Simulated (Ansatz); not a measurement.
# Kick test of a cell of Ti₂C₅

It was reached by relaxing an invented guess, and it needn't be the stable form of this composition.

Method: Ansatz 0.2.0, DFT PBE, scalar-relativistic, plane waves, PAW. Cutoff 420 eV; k points 12×8×6 on the computed 7-atom cell (Γ-centred); Gaussian smearing, width 0.10 eV; no spin polarisation.

The cell below (7 atoms, space group C2/m (No. 12)) is relaxed within its symmetry.

```
Ti C
1.0
     2.63579    0.00194   -0.01096
    -0.00326    4.33849   -0.04005
    -1.29227   -1.04956    6.18292
Ti C
2 5
Direct
  0.58145 0.79870 0.66277
  0.41855 0.20130 0.33723
  0.24359 0.91238 0.98718
  0.25051 0.57864 0.00103
  0.75641 0.08762 0.01282
  0.74949 0.42136 0.99897
  0.00000 0.00000 0.50000
```

For the test it was strained at random (σ = 1.5 % a component), the atoms were moved at random (σ = 0.10 Å), and all was relaxed again on a coarse 8×6×4 mesh (in the run’s order of axes) with 0.20 eV smearing, with no symmetry imposed.

Question: Is the structure stable against such a distortion?

Answer: It returns, within 1 meV/atom of the unmoved cell on that mesh and with the same symmetry when read at 0.1 Å (Cm at 0.01 Å, so small strains and shifts remain). No instability shows in this cell; modes of other wave vectors, which need another repeat, aren't tested.
